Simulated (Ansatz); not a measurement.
MoPd:
```
CELL_PARAMETERS angstrom
      3.15905     0.00000     0.00000
      0.00000     3.15905     0.00000
      0.00000     0.00000     3.15905
ATOMIC_POSITIONS crystal
  Pd 0.00000 0.00000 0.00000
  Mo 0.50000 0.50000 0.50000
```

Relaxed with PBE. Special points in fractions of this cell's reciprocal vectors: Γ (0.000, 0.000, 0.000); X (0.000, 0.500, 0.000); M (0.500, 0.500, 0.000); R (0.500, 0.500, 0.500).

Task: List the band energies nearest the Fermi level at these points for PBE in the plane-wave PAW code Ansatz.

Result: In eV from the Fermi level; about four levels below and three above (degenerate sets whole), none deeper than 8.9 eV; … stands for higher levels left out; points with the same levels are listed once.

| k | below | above |
|---|---|---|
| Γ | -3.17 -3.17 -3.17 -0.13 -0.13 | 2.17 2.17 2.17 |
| X | -2.25 -0.54 -0.54 -0.22 | 1.13 3.34 … |
| M | -4.36 -4.36 -1.72 -1.06 | 0.36 1.02 1.02 |
| R | -2.90 -2.90 -2.90 -1.67 -1.67 | 2.45 2.45 6.62 |

Space group Pm-3m (CsCl type). The start of the workflow was typed in or built on a structure type; neither database checked (COD, Materials Project) lists it. Whether it is the stable phase at ambient conditions was not checked. The cell was relaxed with PBE under the symmetry of its start; its stability against distortions is not shown here. No spin polarisation was allowed. Its formation energy is positive at this level, so the cell may be metastable or incomplete. Scalar-relativistic: spin–orbit coupling is off unless named, which matters more the heavier the elements.

Potentials: the earlier of the program's two PAW sets.
